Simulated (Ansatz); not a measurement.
# ScTe2 in the fluorite structure

The computed numbers are results of PBE, scalar-relativistic (no spin polarisation) in the plane-wave PAW code Ansatz at 420 eV, 8×8×8 k-mesh, Gaussian smearing of 0.05 eV; PAW files: Ansatz's generated set soft_2.

```yaml
crystal:
  lattice:
    - [0.00000, 3.56277, 3.56277]
    - [3.56277, 0.00000, 3.56277]
    - [3.56277, 3.56277, 0.00000]
  atoms:
    - { symbol: Sc, position: [0.00000, 0.00000, 0.00000] }
    - { symbol: Te, position: [0.25000, 0.25000, 0.25000] }
    - { symbol: Te, position: [0.75000, 0.75000, 0.75000] }
```

The cell came from substitution into a structure type; no database entry of this phase was matched, which doesn't show that none exists.

The cell above was scaled in volume, its shape and atoms being fixed by the lattice's symmetry. Energies are counted from the cell above.

Cell and atoms are those of this level's equilibrium.

```
V (Å³/atom)  ΔE (meV/atom)  P from the stress (GPa)
     28.491          15.86                     3.28
     28.943           8.04                     2.28
     29.546           1.83                     1.05
     30.149           0.00                    -0.05
     30.752           2.10                    -1.04
     31.355           7.75                    -1.93
     32.259          22.09                    -3.11
     33.164          42.57                    -4.11
```

Q: Do the energies and the pressures agree? Compare −ΔE/ΔV between neighbouring points (1 meV/Å³ = 0.1602 GPa) with the mean of their pressures.

A: 
| interval (Å³/atom) | −ΔE/ΔV (GPa) | mean P (GPa) |
| --- | --- | --- |
| 28.49 to 28.94 | 2.8 | 2.8 |
| 28.94 to 29.55 | 1.6 | 1.7 |
| 29.55 to 30.15 | 0.5 | 0.5 |
| 30.15 to 30.75 | -0.6 | -0.5 |
| 30.75 to 31.35 | -1.5 | -1.5 |
| 31.35 to 32.26 | -2.5 | -2.5 |
| 32.26 to 33.16 | -3.6 | -3.6 |
They differ by 0.02 GPa at most.

Q: What do the two routes give for V0, B0 and B0′?

A: A third-order Birch–Murnaghan fit of the energies: V0 = 30.12 Å³/atom, B0 = 52 GPa, B0′ = 4.3. A polynomial of P in ln V, with B = −dP/d ln V at P = 0: V0 = 30.12 Å³/atom, B0 = 52 GPa, B0′ = 4.3.

B0·V0 = 52.5 GPa × 30.12 Å³ = 9.86 eV/atom sets the scale: near the minimum ΔE ≈ ½ B0 V0 x², with x = V/V0 − 1, and a pressure of 0.5 GPa squeezes the volume by about 1 %. At the ends of the curve: x = −5.4 % predicts 14.4 meV/atom and the run gives 15.9; x = +10.1 % predicts 50.5 meV/atom and the run gives 42.6. The lopsidedness is anharmonic: atoms resist being pushed together more than being pulled apart.

These numbers lack spin–orbit coupling. The cell is a metal with an odd number of electrons, and spin polarisation wasn't tried.
